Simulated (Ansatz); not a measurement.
NaCl:
Space group Fm-3m (No. 225); a = 5.4642 Å, b = 5.4642 Å, c = 5.4642 Å, α = 90.00°, β = 90.00°, γ = 90.00°

| atom | site | symmetry | x | y | z |
|---|---|---|---|---|---|
| Na | 4a | m-3m | 0.0000 | 0.0000 | 0.0000 |
| Cl | 4b | m-3m | 0.5000 | 0.5000 | 0.5000 |
(The calculation used a cell of 2 atoms; values per cell refer to that cell.)

Relaxed with LDA.

Q: Give the optical modes at the zone centre with their infrared and Raman activity from DFPT, the program Ansatz at the LDA level (PAW).

A: Transverse frequencies, without the LO–TO term; a row sums one degenerate level.

```
ω (cm⁻¹)  degeneracy  IR ((D/Å)²/amu)  Raman (Å⁴/amu)  activity  symmetry
--------  ----------  ---------------  --------------  --------  --------
188                3             5.70               0        IR       T1u
```

Q: How high does the top mode go among those that the LO–TO term moves?

A: 270 cm⁻¹ for q along x.

Symmetry was held in the LDA relaxation; phonons on a q-mesh show no instability.

Potentials: the later of the program's two PAW sets.
